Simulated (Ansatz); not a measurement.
TiO:
```
TiO
1.0
    4.97828     0.00000     0.00000
   -2.48914     4.31131     0.00000
    0.00000     0.00000     2.86757
Ti O
3 3
Cartesian
  2.48914   1.43710   1.43378
  0.00000   2.87421   1.43378
  0.00000   0.00000   0.00000
  1.50764   2.61131   0.00000
 -0.98149   1.70000   0.00000
  1.96299   0.00000   0.00000
```

Relaxed with r²SCAN. Special points in fractions of this cell's reciprocal vectors: Γ (0.000, 0.000, 0.000); M (0.500, 0.000, 0.000); K (0.333, 0.333, 0.000); A (0.000, 0.000, 0.500); L (0.500, 0.000, 0.500); H (0.333, 0.333, 0.500).

Q: List the band energies nearest the Fermi level at these points for plane-wave PAW r²SCAN (Ansatz code).

A: In eV from the Fermi level; about four levels below and three above (degenerate sets whole), none deeper than 8.9 eV; points with the same levels are listed once.

```json
[
 {"k": "Γ", "below": "-3.72 -0.93 -0.88 -0.88", "above": "0.47 0.47 0.85 0.85"},
 {"k": "M", "below": "-5.67 -2.81 -2.18 -1.86", "above": "0.39 1.11 1.16"},
 {"k": "K", "below": "-6.04 -2.73 -1.94 -1.94", "above": "0.46 1.05 1.05"},
 {"k": "A", "below": "-6.15 -6.15 -2.09 -2.09", "above": "0.45 1.21 1.21 1.21 1.21"},
 {"k": "L", "below": "-5.80 -2.14 -1.59 -0.62", "above": "0.49 0.81 1.56"},
 {"k": "H", "below": "-6.11 -6.11 -1.60 -1.56 -1.56", "above": "1.24 1.24 1.49"}
]
```

Space group P-62m. The first step of the workflow began from a Materials Project structure, measured or hypothetical; the Crystallography Open Database copy checked does not list it. COD files the formula under space group No. 12, 225, so this cell is another polymorph or a model. Whether it is the stable phase at ambient conditions was not checked. The cell was relaxed with r²SCAN under the symmetry of its start; whether a distortion lowers the energy is not shown. No spin polarisation was allowed. Without spin polarisation and U, an open-shell compound can come out a false metal.

Potentials: the later of the program's two PAW sets.
